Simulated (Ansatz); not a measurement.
The relaxed structure here is a generated cell of Ta: the first start was made by placing the elements on the sites of a structure type, and the end was not matched to a known phase here, so it may be hypothetical. Known forms of Ta include space group No. 229.

One stationary structure of Ta. All values below come from r2SCAN (plane waves to 500 eV, PAW, scalar-relativistic; Ansatz, a quantum-chemistry and plane-wave program).

```cif
data_Ta
_chemical_formula_sum 'Ta1'
_space_group_name_H-M_alt 'P 1'
_space_group_IT_number 1
_cell_length_a 2.72609
_cell_length_b 2.72609
_cell_length_c 2.72609
_cell_angle_alpha 90.000
_cell_angle_beta 90.000
_cell_angle_gamma 90.000
loop_
_space_group_symop_operation_xyz
  'x, y, z'
loop_
_atom_site_label
_atom_site_type_symbol
_atom_site_fract_x
_atom_site_fract_y
_atom_site_fract_z
_atom_site_occupancy
Ta1 Ta 0.00000 0.00000 0.00000 1
```

Question: Determine the symmetry and give the standard cell with its independent sites.

Answer: Space group Pm-3m (No. 221); a = 2.7261 Å, b = 2.7261 Å, c = 2.7261 Å, α = 90.00°, β = 90.00°, γ = 90.00°

```json
[
 {"atom": "Ta", "site": "1a", "symmetry": "m-3m", "x": "0.0000", "y": "0.0000", "z": "0.0000"}
]
```

This is the simple cubic type.

Question: Give the shortest distances between elements (the closest pairs, up to four, under 3.6 Å).

Answer: Ta–Ta 2.73 Å.

The volume per atom is 20.26 Å³ and the band gap is no gap (metallic).

No spin polarisation in the result.

The run could not lower the symmetry of its start; a shaken copy of this end point relaxes with r2SCAN to Im-3m (No. 229), 1.19 eV/atom lower.
